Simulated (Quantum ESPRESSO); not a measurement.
## Zr5PdTiLi (input and log of a self-consistent run)

Computed values, not a measurement. The program is pw.x of Quantum ESPRESSO 7.5 (plane-wave density functional theory). The cell is made up: eight metal atoms on a hexagonal close-packed lattice, with elements, volume, strain and displacements drawn at random and not relaxed, so it may be unstable or far from any real phase. PseudoDojo standard norm-conserving files set the functional (PBE unless stated); there is no spin polarisation or spin-orbit coupling, the Fermi-Dirac width of 0.25 eV means electrons at about 2900 K, and the masses in the input are unused placeholders. A spin test at this wide smearing found no moment, but such smearing suppresses magnetism that the real alloy may have.

Input:

```
&control calculation='scf', pseudo_dir='./dojo.nc.sr.pbe.v0_5.standard.upf', outdir='./o', disk_io='minimal', tprnfor=.true., tstress=.true. /
&system ibrav=0, nat=8, ntyp=4, nbnd=64, ecutwfc=84.00895049, nosym=.true., tot_charge=0,
 occupations='smearing', smearing='fd', degauss=0.0183746611
/
&electrons conv_thr=1.470e-08, electron_maxstep=70, mixing_beta=0.5 /
ATOMIC_SPECIES
Li 1.0 Li.upf
Pd 1.0 Pd.upf
Ti 1.0 Ti.upf
Zr 1.0 Zr.upf
CELL_PARAMETERS angstrom
3.0664 0.0017 0.013
0.0029 5.2592 -0.0614
0.0438 -0.1192 10.2014
ATOMIC_POSITIONS angstrom
Zr -0.0158 0.0305 0.0536
Pd 0.0796 -0.0447 5.1002
Ti -0.0203 1.6103 2.5748
Zr 0.0461 1.6772 7.5216
Zr 1.4859 2.7032 -0.0672
Zr 1.5811 2.5713 5.1017
Zr 1.4503 4.3672 2.4884
Li 1.6238 4.282 7.6119
K_POINTS automatic
8 5 3 1 1 1
```

The log is shortened where brackets say so; the opening notice, blank lines, dates and the lines on written files are dropped, and the path of the files is cut. It prints rydbergs, bohrs and kilobars, and counts compression as positive stress. Its total energy is the free energy E - TS of the whole cell.

```
     Program PWSCF v.7.5
     Parallel version (MPI & OpenMP), running on       4 processor cores
     Number of MPI processes:                 4
     Threads/MPI process:                     1
     [start-up lines left out]
     bravais-lattice index     =            0
     lattice parameter (alat)  =       5.7947  a.u.
     unit-cell volume          =    1110.0373 (a.u.)^3
     number of atoms/cell      =            8
     number of atomic types    =            4
     number of electrons       =        93.00
     number of Kohn-Sham states=           64
     kinetic-energy cutoff     =      84.0090  Ry
     charge density cutoff     =     336.0358  Ry
     scf convergence threshold =      1.5E-08
     mixing beta               =       0.5000
     number of iterations used =            8  plain     mixing
     Exchange-correlation= PBE
                           (   1   4   3   4   0   0   0)
     [axes and pseudopotential details left out]
   Cartesian axes
     site n.     atom                  positions (alat units)
         1        Zr     tau(   1) = (  -0.0051526   0.0099464   0.0174796  )
         2        Pd     tau(   2) = (   0.0259585  -0.0145772   1.6632381  )
         3        Ti     tau(   3) = (  -0.0066201   0.5251387   0.8396740  )
         4        Zr     tau(   4) = (   0.0150338   0.5469556   2.4528865  )
         5        Zr     tau(   5) = (   0.4845703   0.8815469  -0.0219147  )
         6        Zr     tau(   6) = (   0.5156162   0.8385326   1.6637273  )
         7        Zr     tau(   7) = (   0.4729607   1.4241978   0.8114979  )
         8        Li     tau(   8) = (   0.5295412   1.3964130   2.4823345  )
     number of k points=    60  Fermi-Dirac smearing, width (Ry)=  0.0184
                       cart. coord. in units 2pi/alat
        k(    1) = (   0.0622538   0.0588614   0.0505186), wk =   0.0333333
        k(    2) = (   0.0631048   0.0565211  -0.1499050), wk =   0.0333333
     [further k points left out]
     Dense  grid:   115445 G-vectors     FFT dimensions: (  36,  60, 120)
     Estimated max dynamical RAM per process >     394.56 MB
     Estimated total dynamical RAM >       1.46 GB
     Initial potential from superposition of free atoms
     starting charge      92.9819, renormalised to      93.0000
     Starting wfcs are   71 randomized atomic wfcs
     total cpu time spent up to now is        7.2 secs
     per-process dynamical memory:   321.0 Mb
     Self-consistent Calculation
     iteration #  1     ecut=    84.01 Ry     beta= 0.50
     Davidson diagonalization with overlap
     ethr =  1.00E-02,  avg # of iterations =  2.8
     total cpu time spent up to now is       25.1 secs
     total energy              =    -885.32370912 Ry
     estimated scf accuracy    <      35.87272874 Ry
     iteration #  2     ecut=    84.01 Ry     beta= 0.50
     Davidson diagonalization with overlap
     ethr =  1.00E-02,  avg # of iterations =  7.7
     total cpu time spent up to now is       49.8 secs
     total energy              =    -860.85896298 Ry
     estimated scf accuracy    <     670.40172005 Ry
     iteration #  3     ecut=    84.01 Ry     beta= 0.50
     Davidson diagonalization with overlap
     ethr =  1.00E-02,  avg # of iterations =  7.8
     total cpu time spent up to now is       72.3 secs
     total energy              =    -908.56605927 Ry
     estimated scf accuracy    <      35.87631202 Ry
     iteration #  4     ecut=    84.01 Ry     beta= 0.50
     Davidson diagonalization with overlap
     ethr =  1.00E-02,  avg # of iterations =  3.6
     total cpu time spent up to now is       85.6 secs
     total energy              =    -910.52799050 Ry
     estimated scf accuracy    <      35.77499162 Ry
     iteration #  5     ecut=    84.01 Ry     beta= 0.50
     Davidson diagonalization with overlap
     ethr =  1.00E-02,  avg # of iterations =  2.0
     total cpu time spent up to now is       96.7 secs
     total energy              =    -910.93844173 Ry
     estimated scf accuracy    <      25.16132119 Ry
     [iterations 6 to 18 left out]
     iteration # 19     ecut=    84.01 Ry     beta= 0.50
     Davidson diagonalization with overlap
     ethr =  3.09E-08,  avg # of iterations =  1.0
     total cpu time spent up to now is      272.1 secs
     total energy              =    -910.36213766 Ry
     estimated scf accuracy    <       0.00000454 Ry
     iteration # 20     ecut=    84.01 Ry     beta= 0.50
     Davidson diagonalization with overlap
     ethr =  4.89E-09,  avg # of iterations =  2.1
     total cpu time spent up to now is      285.1 secs
     total energy              =    -910.36213814 Ry
     estimated scf accuracy    <       0.00000047 Ry
     iteration # 21     ecut=    84.01 Ry     beta= 0.50
     Davidson diagonalization with overlap
     ethr =  5.00E-10,  avg # of iterations =  4.9
     total cpu time spent up to now is      299.8 secs
     total energy              =    -910.36213820 Ry
     estimated scf accuracy    <       0.00000012 Ry
     iteration # 22     ecut=    84.01 Ry     beta= 0.50
     Davidson diagonalization with overlap
     ethr =  1.32E-10,  avg # of iterations =  2.6
     total cpu time spent up to now is      313.1 secs
     total energy              =    -910.36213822 Ry
     estimated scf accuracy    <       0.00000006 Ry
     iteration # 23     ecut=    84.01 Ry     beta= 0.50
     Davidson diagonalization with overlap
     ethr =  6.42E-11,  avg # of iterations =  1.9
     total cpu time spent up to now is      325.4 secs
     End of self-consistent calculation
     [lines on levels left out]
!    total energy              =    -910.36213822 Ry
     estimated scf accuracy    <          5.7E-09 Ry
     smearing contrib. (-TS)   =      -0.14619105 Ry
     internal energy E=F+TS    =    -910.21594716 Ry
     The total energy is F=E-TS. E is the sum of the following terms:
     one-electron contribution =    -339.55384241 Ry
     hartree contribution      =     204.18609374 Ry
     xc contribution           =    -163.38543402 Ry
     ewald contribution        =    -611.46276447 Ry
     convergence has been achieved in  23 iterations
     Forces acting on atoms (cartesian axes, Ry/au):
     atom    1 type  4   force =    -0.00492217    0.01822879   -0.02264707
     atom    2 type  2   force =    -0.00446170   -0.00032759   -0.00144834
     atom    3 type  3   force =    -0.00246223    0.01884451   -0.00142243
     atom    4 type  4   force =     0.00028995   -0.00955227    0.00441716
     atom    5 type  4   force =     0.00497946   -0.02099109    0.00952928
     atom    6 type  4   force =     0.00072940    0.00101719   -0.01831404
     atom    7 type  4   force =     0.00743093   -0.01044383    0.04574672
     atom    8 type  1   force =    -0.00158364    0.00322429   -0.01586128
     Total force =     0.069140     Total SCF correction =     0.000215
     Computing stress (Cartesian axis) and pressure
          total   stress  (Ry/bohr**3)                   (kbar)     P=       14.10
   0.00015065  -0.00002210  -0.00000234           22.16       -3.25       -0.34
  -0.00002210   0.00014075  -0.00003800           -3.25       20.70       -5.59
  -0.00000234  -0.00003800  -0.00000392           -0.34       -5.59       -0.58
     init_run     :      6.82s CPU      7.10s WALL (       1 calls)
     electrons    :    315.56s CPU    318.19s WALL (       1 calls)
     forces       :      2.19s CPU      2.21s WALL (       1 calls)
     stress       :      6.68s CPU      6.69s WALL (       1 calls)
     [timing details left out]
     PWSCF        :   5m31.40s CPU   5m34.36s WALL
     JOB DONE.
```

In other units: free energy -12386.108 eV for the cell, pressure 1.41 GPa, largest force component 1.176 eV/Å in size. The run took 336 s of wall time with four MPI processes on a shared machine (Intel Xeon, 2023 or later, virtual cores), so the time is rough. A rerun of this cell at a higher cutoff and on a denser mesh moved values by no more than 0.002 eV in energy, 0.04 GPa in stress and 0.004 eV/Å in force, and a second program with other atomic files agreed on that cell to 2 % rms in force and 0.5 GPa in pressure.